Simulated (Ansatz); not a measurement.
**LiSb2O5: relaxation step by step**

Recipe of this trial structure of LiSb2O5: 5-connected net, bridging atoms on its edges, bridges bent, guests in its cages (P6mm, No. 183) (guest Li). Its size is a rough estimate.

```
CELL_PARAMETERS angstrom
6.72767 0.00000 0.00000
-3.36384 5.82634 0.00000
0.00000 0.00000 3.88740
ATOMIC_POSITIONS crystal
Li 0.00000 0.00000 0.00000
Sb 0.33333 0.66667 0.50000
Sb 0.66667 0.33333 0.50000
O 0.33333 0.66667 0.09003
O 0.00000 0.50000 0.49932
O 0.50000 0.50000 0.49932
O 0.50000 0.00000 0.49932
O 0.66667 0.33333 0.09003
```

All numbers below come from DFT PBE, scalar-relativistic, plane waves, PAW in Ansatz 0.2.0. Cutoff 420 eV, Gaussian smearing, Γ-centred meshes. Cell and atoms relax first on a coarse mesh and then on a finer one. In between, the cell is made exact in the group found at 0.06 Å. In metals the finer mesh still leaves noise of several meV/atom or more. The steps can't lower the symmetry of their start. No spin polarisation.

Steps on the 3×3×4 mesh (8 atoms, 12 steps). The free energy counts from the last step; some steps are skipped; the plane-wave basis is renewed at times, which shifts energy and pressure.

| step | ΔF (meV/atom) | V (Å³/atom) | P (GPa) | largest force component (eV/Å) |
| --- | --- | --- | --- | --- |
| 1 | 651.1 | 19.05 | 22.87 | 18.867 |
| 2 | 84.6 | 19.91 | 3.87 | 4.317 |
| 3 | 34.3 | 19.93 | 1.81 | 2.079 |
| 5 | 7.8 | 20.10 | -0.08 | 0.329 |
| 6 | 5.1 | 20.17 | -0.35 | 0.081 |
| 7 | 4.1 | 20.15 | -0.24 | 0.073 |
| 8 | 3.7 | 20.09 | 0.05 | 0.008 |
| 10 | 3.6 | 20.11 | 0.04 | 0.005 |
| 11 | 3.6 | 20.12 | -0.01 | 0.005 |
| 12 | 0.0 | 20.12 | 0.22 | 0.005 |

The relaxed structure, after a last relaxation on the converged mesh:

```cif
data_structure
_symmetry_space_group_name_H-M 'P6mm'
_symmetry_Int_Tables_number 183
_cell_length_a 6.8440
_cell_length_b 6.8440
_cell_length_c 3.9877
_cell_angle_alpha 90.000
_cell_angle_beta 90.000
_cell_angle_gamma 120.000
_cell_volume 161.76
loop_
_atom_site_label
_atom_site_type_symbol
_atom_site_symmetry_multiplicity
_atom_site_Wyckoff_symbol
_atom_site_fract_x
_atom_site_fract_y
_atom_site_fract_z
_atom_site_occupancy
Li1 Li 1 a 0.00000 0.00000 0.72005 1
Sb1 Sb 2 b 0.33333 0.66667 0.56037 1
O1 O 2 b 0.33333 0.66667 0.06263 1
O2 O 3 c 0.00000 0.50000 0.57066 1
```

The symmetry stays P6mm (No. 183). The volume per atom grows by 6.2 %, from 19.0 to 20.2 Å³. The shortest distance goes from 1.59 Å (Sb–O) to 1.98 Å (Sb–O). The energy falls by about 0.67 eV/atom (the start's value is from the coarse mesh). The end is written in a standard setting, so origin, axes and order of atoms can differ from the start's. Li has 6 O at 3.47 Å, 2 Li at 3.99 Å and 6 Sb at 4.00 Å (long contacts); Sb is surrounded by 5 O at 1.98–2.00 Å; O on a site of symmetry 3m has 2 Sb at 1.98–2.00 Å; 1 more site not described.

```json
{
  "Volume per atom": "20.22 Å³",
  "Density": "3.39 g/cm³",
  "Formation energy": "−0.88 eV/atom",
  "Gap on the 6×6×10 mesh of the 8-atom cell": "0 eV (a metal)"
}
```

Formation energies are uncorrected and refer to the elements' standard structures at the same level (O₂ as a molecule).

The last run used Gaussian smearing of 0.10 eV. Spin–orbit coupling, which can matter for Sb, is left out. An odd number of electrons in the primitive cell allows no gap without spin; a larger cell or a magnetic state could open one. A structure relaxed within its symmetry needn't be a true minimum. In all, the 3 runs took 4.9 min on 1 thread of Arm Neoverse V2, with other jobs on the host.
